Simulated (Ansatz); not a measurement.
AgW (L1₀ or tetragonal B2, space group No. 123) at seven volumes, PBEsol in the plane-wave PAW code Ansatz, shape and atoms relaxed at each. One row is withheld.

| V (Å³/atom) | P (GPa) |
|---|---|
| 14.429 | 25.69 |
| 14.905 | 15.56 |
| 15.380 | 7.09 |
| 15.856 | 0.00 |
| 16.332 | -5.91 |
| 16.807 | ? |
| 17.283 | -14.87 |

Task: Fit the shown pressures and predict the withheld one.

Result: Third-order Birch–Murnaghan: P = (3/2)B₀(x^(7/2) − x^(5/2))[1 + (3/4)(B′ − 4)(x − 1)] with x = (V₀/V)^(2/3). Least squares on the six rows gives V₀ = 15.857 Å³/atom, B₀ = 214.6 GPa, B′ = 5.04. At V = 16.807, x = 0.9620 and P = -10.79 GPa. The run itself gave -10.82 GPa.

Space group P4/mmm (L1₀ or tetragonal B2). The start of the workflow was typed in or built on a structure type; neither database checked (COD, Materials Project) lists it. Its standing as an ambient phase is unchecked. The cell was relaxed with PBEsol under the symmetry of its start. At this level the phase is mechanically unstable. The run is not spin-polarised. Its formation energy is positive at this level, so the cell may be metastable or incomplete. Spin–orbit coupling is left out wherever it is not named.

Potentials: the later of the program's two PAW sets.
